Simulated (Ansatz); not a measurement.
# PbO, one structure, two calculations

Cell: a structure deposited in the COD whose atoms were relaxed with PBE, the cell held.

```
Pb O
1.0
     3.97440    0.00000    0.00000
     0.00000    3.97440    0.00000
     0.00000    0.00000    5.02200
Pb O
2 2
Cartesian
  0.0000 1.9872 1.2066
  1.9872 0.0000 3.8154
  0.0000 0.0000 0.0000
  1.9872 1.9872 0.0000
```

Sites (sets of like atoms) are named by element and the number of their first atom in this list.

First run. Level of theory: DFT, PBE, plane waves and PAW, scalar-relativistic, 420 eV cutoff, Γ-centred 6×6×5 k-points, Fermi–Dirac smearing 0.02 eV (Ansatz 0.2.0).

```tsv
site	atom	V_zz (10²¹ V/m²)	η
Pb	1	-23.5	0.00
O	3	0.21	0.00
```

Second run. The same atoms and settings, except that spin–orbit coupling is included (fully relativistic PAW files).

Q: What does the second run give?

A: 

```json
{"site": "Pb", "atom": "1", "V_zz": "-24.7", "η": "0.00", "change of V_zz": "-1.20"}
{"site": "O", "atom": "3", "V_zz": "0.15", "η": "0.00", "change of V_zz": "-0.06"}
```

The largest change of V_zz is on Pb, from -23.5 to -24.7. In per cent, |V_zz| changes by +5 on Pb (all sites that start above 0.5).
